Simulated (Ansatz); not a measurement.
Fe3Ge2 in space group P-3m1 (No. 164; Fe on 2d, Fe on 1b, Ge on 2d) at seven volumes, r²SCAN (plane waves, PAW; program Ansatz), shape and atoms relaxed at each. One row is withheld.

```csv
V (Å³/atom),P (GPa)
12.755,13.50
13.175,8.20
13.596,3.97
14.016,0.01
14.437,-3.10
14.857,?
15.278,-7.38
```

**Question.** Fit the shown pressures and predict the withheld one.

**Answer.** P = (3/2)B₀(x^(7/2) − x^(5/2))[1 + (3/4)(B′ − 4)(x − 1)] with x = (V₀/V)^(2/3). Least squares on the six rows gives V₀ = 14.028 Å³/atom, B₀ = 110 GPa, B′ = 5.41. At V = 14.857, x = 0.9624 and P = -5.41 GPa. The run itself gave -5.64 GPa.

The workflow started from a Materials Project entry (that database holds measured and hypothetical structures alike); the Crystallography Open Database copy checked does not list it. Whether it is the stable phase at ambient conditions was not checked. The cell was relaxed with r²SCAN under the symmetry of its start; its stability against distortions is not shown here. Spin order of the final state: ferromagnetic, chosen from 5 collinear starts compared on coarse meshes (ties went to the first, and starts can fall back to one state), not a proven ground state. Other orbital occupations within this spin state were not tried.

Potentials: the later of the program's two PAW sets.
